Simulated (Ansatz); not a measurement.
## SrTl under compression and expansion

```
Sr Tl
1.0
     4.03200    0.00000    0.00000
     0.00000    4.03200    0.00000
     0.00000    0.00000    4.03200
Sr Tl
1 1
Direct
  0.00000 0.00000 0.00000
  0.50000 0.50000 0.50000
```

The cell is COD entry 1540774, as deposited and not checked against the literature; nothing was relaxed. It is an old determination, and later ones may differ.

Spin–orbit coupling is left out, though it moves levels of the heavy atoms by tenths of an eV or more.

Levels of theory: DFT, LDA, all-electron LAPW, scalar-relativistic (Ansatz 0.2.0); DFT, LDA, PAW with Ansatz's default frozen-core files, scalar-relativistic (Ansatz 0.2.0).

For LAPW: a Γ-centred 8×8×8 k mesh, Fermi–Dirac smearing of 0.05 eV, basis error target 0.5 meV/atom, no spin polarisation. PAW takes a cutoff of 420 eV at this cell (files made with PBE, cores remade for this functional). The Ansatz runs share mesh, smearing and spin set-up. Plane-wave (PAW) pressures include the program's estimate of the Pulay term.

The cell above is scaled evenly, with fractional coordinates and shape held.

| V/V(cell) | V (Å³/atom) | P, LAPW (GPa) | P, PAW (GPa) | free energy over the lowest listed, PAW (meV/atom) |
| --- | --- | --- | --- | --- |
| 0.9400 | 30.808 | 0.03 | 0.03 | 0.0 |
| 0.9600 | 31.463 | -0.67 | -0.67 | 1.3 |
| 0.9800 | 32.119 | -1.29 | -1.29 | 5.4 |
| 0.9900 | 32.446 | -1.58 | -1.58 | 8.3 |
| 1.0000 | 32.774 | -1.85 | -1.85 | 11.8 |
| 1.0100 | 33.102 | -2.10 | -2.10 | 15.9 |
| 1.0200 | 33.430 | -2.34 | -2.34 | 20.4 |
| 1.0400 | 34.085 | -2.79 | -2.79 | 30.9 |
| 1.0600 | 34.741 | -3.18 | -3.18 | 43.2 |

(1) What do Birch–Murnaghan fits to the pressures give?

Answers

(1) LAPW: V0 = 30.84 Å³/atom, B0 = 35 GPa, B0′ = 4.5; PAW: V0 = 30.84 Å³/atom, B0 = 35 GPa, B0′ = 4.5.
